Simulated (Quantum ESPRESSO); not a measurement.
## Ti3GaO7F (one run as intended and one with a planted mistake)

Computed values, not a measurement. The program is pw.x of Quantum ESPRESSO 7.5 (plane-wave density functional theory). The cell is made up: 12 atoms on a fluorite lattice, with randomly drawn elements, strain and displacements, not relaxed. PseudoDojo standard norm-conserving files (v0.5 for PBE, v0.4.1 for LDA and PBEsol) set the functional; there is no spin polarisation, spin-orbit coupling or dispersion term, and the masses in the input are unused placeholders.

Intended input:

```
&control calculation='scf', pseudo_dir='./dojo.nc.sr.pbe.v0_5.standard.upf', outdir='./o', disk_io='low', tprnfor=.true., tstress=.true. /
&system ibrav=0, nat=12, ntyp=4, nbnd=55, ecutwfc=84.00895049, nosym=.true., tot_charge=0,
 occupations='smearing', smearing='fd', degauss=0.0018374661
/
&electrons conv_thr=7.350e-09, electron_maxstep=60, /
ATOMIC_SPECIES
F 1.0 F.upf
Ga 1.0 Ga.upf
O 1.0 O.upf
Ti 1.0 Ti.upf
CELL_PARAMETERS angstrom
4.7652 -0.033 0.0068
-0.033 4.7052 -0.0382
0.0068 -0.0382 4.8241
ATOMIC_POSITIONS angstrom
Ti -0.0613 0.0309 -0.0385
Ti -0.0514 2.3819 2.3447
Ti 2.3919 -0.0437 2.377
Ga 2.3657 2.3347 0.0042
O 1.2112 1.1715 1.1996
F 1.1659 1.1477 3.6234
O 1.1766 3.4963 1.1568
O 1.1728 3.4735 3.6263
O 3.5391 1.1205 1.1528
O 3.5842 1.0593 3.6043
O 3.5706 3.5074 1.2476
O 3.5446 3.4565 3.5542
K_POINTS automatic
5 5 5 1 1 1
```

The log is shortened where brackets say so; the opening notice, blank lines, dates and the lines on written files are dropped, and the path of the files is cut. It prints rydbergs, bohrs and kilobars, and counts compression as positive stress. Where no state is partly filled, the Fermi energy that it prints is only some level between the filled and the empty states on the mesh, and need not lie in the true gap.

Log of the intended run:

```
     Program PWSCF v.7.5
     Parallel version (MPI & OpenMP), running on       4 processor cores
     Number of MPI processes:                 4
     Threads/MPI process:                     1
     [start-up lines left out]
     bravais-lattice index     =            0
     lattice parameter (alat)  =       9.0051  a.u.
     unit-cell volume          =     729.8310 (a.u.)^3
     number of atoms/cell      =           12
     number of atomic types    =            4
     number of electrons       =        98.00
     number of Kohn-Sham states=           55
     kinetic-energy cutoff     =      84.0090  Ry
     charge density cutoff     =     336.0358  Ry
     scf convergence threshold =      7.3E-09
     mixing beta               =       0.7000
     number of iterations used =            8  plain     mixing
     Exchange-correlation= PBE
                           (   1   4   3   4   0   0   0)
     [axes and pseudopotential details left out]
   Cartesian axes
     site n.     atom                  positions (alat units)
         1        Ti     tau(   1) = (  -0.0128638   0.0064844  -0.0080792  )
         2        Ti     tau(   2) = (  -0.0107863   0.4998406   0.4920342  )
         3        Ti     tau(   3) = (   0.5019391  -0.0091704   0.4988123  )
         4        Ga     tau(   4) = (   0.4964410   0.4899357   0.0008814  )
         5        O      tau(   5) = (   0.2541698   0.2458387   0.2517355  )
         6        F      tau(   6) = (   0.2446636   0.2408443   0.7603688  )
         7        O      tau(   7) = (   0.2469090   0.7336969   0.2427539  )
         8        O      tau(   8) = (   0.2461115   0.7289124   0.7609774  )
         9        O      tau(   9) = (   0.7426785   0.2351364   0.2419145  )
        10        O      tau(  10) = (   0.7521427   0.2222936   0.7563607  )
        11        O      tau(  11) = (   0.7492887   0.7360263   0.2618083  )
        12        O      tau(  12) = (   0.7438327   0.7253449   0.7458472  )
     number of k points=    63  Fermi-Dirac smearing, width (Ry)=  0.0018
                       cart. coord. in units 2pi/alat
        k(    1) = (   0.1005724   0.1027905   0.0994537), wk =   0.0320000
        k(    2) = (   0.1003016   0.1043927   0.2970298), wk =   0.0320000
     [further k points left out]
     Dense  grid:    75933 G-vectors     FFT dimensions: (  54,  54,  54)
     Estimated max dynamical RAM per process >     248.66 MB
     Estimated total dynamical RAM >     939.03 MB
     Initial potential from superposition of free atoms
     starting charge      97.9925, renormalised to      98.0000
     Starting wfcs are   71 randomized atomic wfcs
     total cpu time spent up to now is        5.8 secs
     per-process dynamical memory:   199.7 Mb
     Self-consistent Calculation
     iteration #  1     ecut=    84.01 Ry     beta= 0.70
     Davidson diagonalization with overlap
     ethr =  1.00E-02,  avg # of iterations =  2.0
     total cpu time spent up to now is       15.7 secs
     total energy              =    -787.98097689 Ry
     estimated scf accuracy    <       5.19536031 Ry
     iteration #  2     ecut=    84.01 Ry     beta= 0.70
     Davidson diagonalization with overlap
     ethr =  5.30E-03,  avg # of iterations =  8.0
     total cpu time spent up to now is       35.0 secs
     total energy              =    -780.26940672 Ry
     estimated scf accuracy    <      79.12723292 Ry
     [iterations 3 to 18 left out]
     iteration # 19     ecut=    84.01 Ry     beta= 0.70
     Davidson diagonalization with overlap
     ethr =  9.09E-11,  avg # of iterations =  2.2
     total cpu time spent up to now is      226.9 secs
     total energy              =    -790.76518460 Ry
     estimated scf accuracy    <       0.00000002 Ry
     iteration # 20     ecut=    84.01 Ry     beta= 0.70
     Davidson diagonalization with overlap
     ethr =  2.15E-11,  avg # of iterations =  5.1
     total cpu time spent up to now is      239.7 secs
     End of self-consistent calculation
     [lines on levels left out]
     the Fermi energy is    12.6981 ev
!    total energy              =    -790.76518460 Ry
     estimated scf accuracy    <          3.8E-09 Ry
     smearing contrib. (-TS)   =      -0.00000000 Ry
     internal energy E=F+TS    =    -790.76518460 Ry
     The total energy is F=E-TS. E is the sum of the following terms:
     one-electron contribution =    -185.26458483 Ry
     hartree contribution      =     160.89134663 Ry
     xc contribution           =    -164.46734197 Ry
     ewald contribution        =    -601.92460443 Ry
     convergence has been achieved in  20 iterations
     Forces acting on atoms (cartesian axes, Ry/au):
     atom    1 type  4   force =    -0.02984810   -0.06212822    0.05544802
     atom    2 type  4   force =    -0.01565002    0.05748716   -0.03853219
     atom    3 type  4   force =     0.03012303   -0.05907963   -0.04471050
     atom    4 type  2   force =     0.02185612    0.03663156    0.02088109
     atom    5 type  3   force =    -0.03015301   -0.02370767    0.01607412
     atom    6 type  1   force =     0.00313339   -0.01063982   -0.01529776
     atom    7 type  3   force =    -0.01166619    0.01359927    0.02782520
     atom    8 type  3   force =    -0.01049748    0.01815976   -0.03072670
     atom    9 type  3   force =     0.02023043    0.01298419    0.01414907
     atom   10 type  3   force =    -0.00032811    0.01723017   -0.02026173
     atom   11 type  3   force =     0.01905254    0.01432682   -0.01605655
     atom   12 type  3   force =     0.00374740   -0.01486359    0.03120795
     Total force =     0.172043     Total SCF correction =     0.000205
     Computing stress (Cartesian axis) and pressure
          total   stress  (Ry/bohr**3)                   (kbar)     P=      147.39
   0.00098881  -0.00005877  -0.00001764          145.46       -8.65       -2.60
  -0.00005877   0.00143168   0.00001897           -8.65      210.61        2.79
  -0.00001764   0.00001897   0.00058532           -2.60        2.79       86.10
     init_run     :      5.33s CPU      5.58s WALL (       1 calls)
     electrons    :    233.03s CPU    233.92s WALL (       1 calls)
     forces       :      1.99s CPU      2.00s WALL (       1 calls)
     stress       :      6.94s CPU      6.95s WALL (       1 calls)
     [timing details left out]
     PWSCF        :   4m 7.58s CPU   4m 8.81s WALL
     JOB DONE.
```

A second run has one planted mistake: the k-point mesh is too coarse. The input lines that differ, file-writing options aside:

```
- 5 5 5 1 1 1
+ 2 2 2 1 1 1
```

Its log:

```
     Program PWSCF v.7.5
     Parallel version (MPI & OpenMP), running on       4 processor cores
     Number of MPI processes:                 4
     Threads/MPI process:                     1
     [start-up lines left out]
     bravais-lattice index     =            0
     lattice parameter (alat)  =       9.0051  a.u.
     unit-cell volume          =     729.8310 (a.u.)^3
     number of atoms/cell      =           12
     number of atomic types    =            4
     number of electrons       =        98.00
     number of Kohn-Sham states=           55
     kinetic-energy cutoff     =      84.0090  Ry
     charge density cutoff     =     336.0358  Ry
     scf convergence threshold =      7.3E-09
     mixing beta               =       0.7000
     number of iterations used =            8  plain     mixing
     Exchange-correlation= PBE
                           (   1   4   3   4   0   0   0)
     [axes and pseudopotential details left out]
   Cartesian axes
     site n.     atom                  positions (alat units)
         1        Ti     tau(   1) = (  -0.0128638   0.0064844  -0.0080792  )
         2        Ti     tau(   2) = (  -0.0107863   0.4998406   0.4920342  )
         3        Ti     tau(   3) = (   0.5019391  -0.0091704   0.4988123  )
         4        Ga     tau(   4) = (   0.4964410   0.4899357   0.0008814  )
         5        O      tau(   5) = (   0.2541698   0.2458387   0.2517355  )
         6        F      tau(   6) = (   0.2446636   0.2408443   0.7603688  )
         7        O      tau(   7) = (   0.2469090   0.7336969   0.2427539  )
         8        O      tau(   8) = (   0.2461115   0.7289124   0.7609774  )
         9        O      tau(   9) = (   0.7426785   0.2351364   0.2419145  )
        10        O      tau(  10) = (   0.7521427   0.2222936   0.7563607  )
        11        O      tau(  11) = (   0.7492887   0.7360263   0.2618083  )
        12        O      tau(  12) = (   0.7438327   0.7253449   0.7458472  )
     number of k points=     4  Fermi-Dirac smearing, width (Ry)=  0.0018
                       cart. coord. in units 2pi/alat
        k(    1) = (   0.2514311   0.2569763   0.2486343), wk =   0.5000000
        k(    2) = (   0.2521082   0.2529709  -0.2453060), wk =   0.5000000
     [further k points left out]
     Dense  grid:    75933 G-vectors     FFT dimensions: (  54,  54,  54)
     Estimated max dynamical RAM per process >     121.23 MB
     Estimated total dynamical RAM >     429.32 MB
     Initial potential from superposition of free atoms
     starting charge      97.9925, renormalised to      98.0000
     Starting wfcs are   71 randomized atomic wfcs
     total cpu time spent up to now is        1.3 secs
     per-process dynamical memory:    73.9 Mb
     Self-consistent Calculation
     iteration #  1     ecut=    84.01 Ry     beta= 0.70
     Davidson diagonalization with overlap
     ethr =  1.00E-02,  avg # of iterations =  2.0
     total cpu time spent up to now is        2.0 secs
     total energy              =    -788.01777383 Ry
     estimated scf accuracy    <       5.16018505 Ry
     iteration #  2     ecut=    84.01 Ry     beta= 0.70
     Davidson diagonalization with overlap
     ethr =  5.27E-03,  avg # of iterations =  9.0
     total cpu time spent up to now is        3.3 secs
     total energy              =    -780.18053914 Ry
     estimated scf accuracy    <      79.78173064 Ry
     [iterations 3 to 30 left out]
     iteration # 31     ecut=    84.01 Ry     beta= 0.70
     Davidson diagonalization with overlap
     ethr =  3.01E-11,  avg # of iterations =  5.2
     total cpu time spent up to now is       27.7 secs
     total energy              =    -790.79646762 Ry
     estimated scf accuracy    <          7.6E-09 Ry
     iteration # 32     ecut=    84.01 Ry     beta= 0.70
     Davidson diagonalization with overlap
     ethr =  7.79E-12,  avg # of iterations =  4.2
     total cpu time spent up to now is       28.4 secs
     End of self-consistent calculation
     [lines on levels left out]
     the Fermi energy is    12.7842 ev
!    total energy              =    -790.79646762 Ry
     estimated scf accuracy    <          2.0E-09 Ry
     smearing contrib. (-TS)   =       0.00000000 Ry
     internal energy E=F+TS    =    -790.79646762 Ry
     The total energy is F=E-TS. E is the sum of the following terms:
     one-electron contribution =    -185.24323201 Ry
     hartree contribution      =     160.80357336 Ry
     xc contribution           =    -164.43220455 Ry
     ewald contribution        =    -601.92460443 Ry
     convergence has been achieved in  32 iterations
     Forces acting on atoms (cartesian axes, Ry/au):
     atom    1 type  4   force =    -0.02650623   -0.06481173    0.05687790
     atom    2 type  4   force =    -0.01337800    0.05165508   -0.03603073
     atom    3 type  4   force =     0.02866456   -0.05799105   -0.04266695
     atom    4 type  2   force =     0.02266007    0.03674116    0.02037789
     atom    5 type  3   force =    -0.03149547   -0.02386316    0.01563933
     atom    6 type  1   force =     0.00218697   -0.01160929   -0.01732449
     atom    7 type  3   force =    -0.01508556    0.01796768    0.02979792
     atom    8 type  3   force =    -0.01103125    0.01907195   -0.03293307
     atom    9 type  3   force =     0.02288321    0.01068671    0.01837781
     atom   10 type  3   force =    -0.00152800    0.02025973   -0.02153128
     atom   11 type  3   force =     0.01742161    0.01282413   -0.02015919
     atom   12 type  3   force =     0.00520812   -0.01093122    0.02957485
     Total force =     0.171957     Total SCF correction =     0.000128
     Computing stress (Cartesian axis) and pressure
          total   stress  (Ry/bohr**3)                   (kbar)     P=      138.91
   0.00093347  -0.00007065  -0.00002156          137.32      -10.39       -3.17
  -0.00007065   0.00137579   0.00001828          -10.39      202.39        2.69
  -0.00002156   0.00001828   0.00052362           -3.17        2.69       77.03
     init_run     :      1.11s CPU      1.16s WALL (       1 calls)
     electrons    :     27.02s CPU     27.10s WALL (       1 calls)
     forces       :      0.24s CPU      0.26s WALL (       1 calls)
     stress       :      0.59s CPU      0.59s WALL (       1 calls)
     [timing details left out]
     PWSCF        :     29.09s CPU     29.26s WALL
     JOB DONE.
```

|  | intended run | run with the mistake |
| --- | --- | --- |
| free energy (eV) | -10758.908 | -10759.334 |
| smearing term -TS (eV) | 0.0000 | 0.0000 |
| pressure (GPa) | 14.74 | 13.89 |
| largest force component (eV/Å) | 1.597 | 1.666 |
| largest change of a force component (eV/Å) |  | 0.150 |
| iterations | 20 | 32 |

For scale, a rerun of the intended cell at a cutoff of 1437 eV and k mesh 7 x 7 x 7 moved values by no more than 0.002 eV in energy, 0.06 GPa in stress and 0.004 eV/Å in force.